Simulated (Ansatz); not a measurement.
## Property card for ZrAg

ZrAg:
```
CELL_PARAMETERS angstrom
      0.00000     2.79204     2.79204
      2.79204     0.00000     2.79204
      2.79204     2.79204     0.00000
ATOMIC_POSITIONS crystal
  Ag 0.00000 0.00000 0.00000
  Zr 0.50000 0.50000 0.50000
```

Space group Fm-3m (No. 225), rock salt; conventional cell a = b = c = 5.584 Å, α = β = γ = 90.00°.

Method: plane-wave PAW PBEsol (Ansatz code). Structure relaxed to zero pressure with the same functional. Other levels are named where they apply.

### Cell and energy

Volume per atom: 21.77 Å³
Density: 7.59 g/cm³
Formation energy from the elements (no fitted shifts): 466 meV/atom

### Electronic structure

- Electronic character = metallic (no gap)
- Density of states at the Fermi level = 1.4 states/eV per atom (mean over ±0.08 eV)
- Gap with spin–orbit coupling = none (metallic)

### Mechanics

- Bulk modulus (Birch–Murnaghan fit): 103 GPa
- Pressure derivative B′: 4.5
- Elastic constants (relaxed ions, GPa): C11 = 204, C12 = 51.6, C44 = -21.2
- Mechanical stability: unstable (C has a negative eigenvalue)

### Phonons

Highest zone-centre frequency: 156 cm⁻¹
Zone-centre stability: no imaginary mode at Γ

The start of the workflow was typed in or built on a structure type; neither database checked (COD, Materials Project) lists it. COD files the formula under space group No. 129. Its standing as an ambient phase is unchecked. Symmetry was held in the PBEsol relaxation. No spin polarisation was allowed. Its formation energy is positive at this level, so the cell may be metastable or incomplete. As this level gives no gap, shear constants depend on the k-mesh and smearing (Fermi–Dirac, 0.1 eV here). As this level gives no gap, phonon frequencies hold no LO–TO term and depend on the k-mesh and smearing (Fermi–Dirac, 0.1 eV here). The references are the lowest solids computed at this level, not always the standard phases. Spin–orbit coupling is left out wherever it is not named.

Potentials: the later of the program's two PAW sets.
